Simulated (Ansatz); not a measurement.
**NaCl: relaxing the cell moves the phonons**

NaCl in the rock-salt structure, in a typed cell, not relaxed.

```
Na Cl
1.0
     0.00000    2.85000    2.85000
     2.85000    0.00000    2.85000
     2.85000    2.85000    0.00000
Na Cl
1 1
Direct
  0.00000 0.00000 0.00000
  0.50000 0.50000 0.50000
```

Settings of the Ansatz calculation: LDA; Ansatz hand-made PAW at 700 eV; k mesh 6×6×6; fixed occupations; no spin. Phonons (linear response) are harmonic and in cm⁻¹; i marks an unstable mode. Zone-centre lists hold the optical modes without the non-analytic term.

Caveats: coarse k mesh.

At 23.15 Å³ an atom it gives top Γ mode (cm⁻¹) 132; lowest mode at X = [0.5, 0, 0.5] (cm⁻¹) 83; top mode at X = [0.5, 0, 0.5] (cm⁻¹) 145; mean ε∞ 2.57; mean Born charge of Na (e) 1.11.

**Question.** Now relax cell and atoms with LDA and repeat. What volume and frequencies result?

**Answer.** 
| cell | cutoff (eV) | volume (Å³/atom) | top Γ mode (cm⁻¹) | lowest mode at X = [0.5, 0, 0.5] (cm⁻¹) | top mode at X = [0.5, 0, 0.5] (cm⁻¹) | mean ε∞ | mean Born charge of Na (e) |
| --- | --- | --- | --- | --- | --- | --- | --- |
| relaxed cell | 700 | 20.39 | 188 | 82 | 210 | 2.67 | 1.07 |

From these two points, −d ln ω / d ln V for the top Γ mode is about 2.8.
